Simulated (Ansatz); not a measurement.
**Cu (P6_3/mmc), stationary points along a deformation path**

These are results of DFT r2SCAN, scalar-relativistic, plane waves, PAW (Ansatz), not measurements. Cutoff 500 eV, Γ-centred 30×30×16 k-points, Gaussian smearing of 0.15 eV. No spin polarisation. Energies are free energies at this smearing, counted from the undisturbed cell; pressure is positive in compression.

Reference structure (relaxed at this level; this form isn't the usual structure):

```
Cu
1.0
     2.53050    0.00000    0.00000
    -1.26525    2.19148    0.00000
     0.00000    0.00000    4.12986
Cu
2
Direct
  0.33333 0.66667 0.25000
  0.66667 0.33333 0.75000
```

At fixed volume and fractional coordinates, lengths along (0.000, 0.000, 1.000) are scaled against those across it; ρ is that ratio over its starting value. V = 11.451 Å³/atom. Δσ is the stress along the axis less the mean stress across it (compression positive).

| ρ | ΔE (meV/atom) | Δσ (GPa) | space group |
| --- | --- | --- | --- |
| 0.850 | 108.5 | 24.45 | P6_3/mmc |
| 0.920 | 33.7 | 14.93 | P6_3/mmc |
| 1.000 | 0.0 | 1.05 | P6_3/mmc |
| 1.100 | 37.8 | -17.80 | P6_3/mmc |
| 1.200 | 148.4 | -35.92 | P6_3/mmc |

**Question.** How does the stress give the slope of the energy, and where is the energy stationary?

**Answer.** Along the path d ln(length) is 2/3 d ln ρ on the axis and −1/3 d ln ρ across it, so dE/d ln ρ = −(2/3) V Δσ: the energy falls with ρ where Δσ is positive. Δσ vanishes or changes sign between ρ = 1.000 and 1.100, a minimum (near 1.01 by linear interpolation). Pairs of stationary points between two samples would go unseen, and could change a minimum read from distant neighbours into a maximum.

**Question.** Integrate that slope from ρ = 1 to 1.200 by the trapezoid rule.

**Answer.** With V/N in Å³ and 1 eV/Å³ = 160.2 GPa the slopes at ρ = 1.000, 1.100, 1.200 are -50, 848, 1712 meV/atom per unit of ln ρ. The steps add 38.0 + 111.4 = 149.4 meV/atom, against 148.4 from the energies; the trapezoid rule misses the curvature of the slope within each step.

In a metal these slopes depend on the k mesh and the smearing.

Cost: 5 runs of about 8 core-minutes in all, on Intel Xeon Processor @ 2.50GHz (Skylake/Cascade Lake) (shared hosts).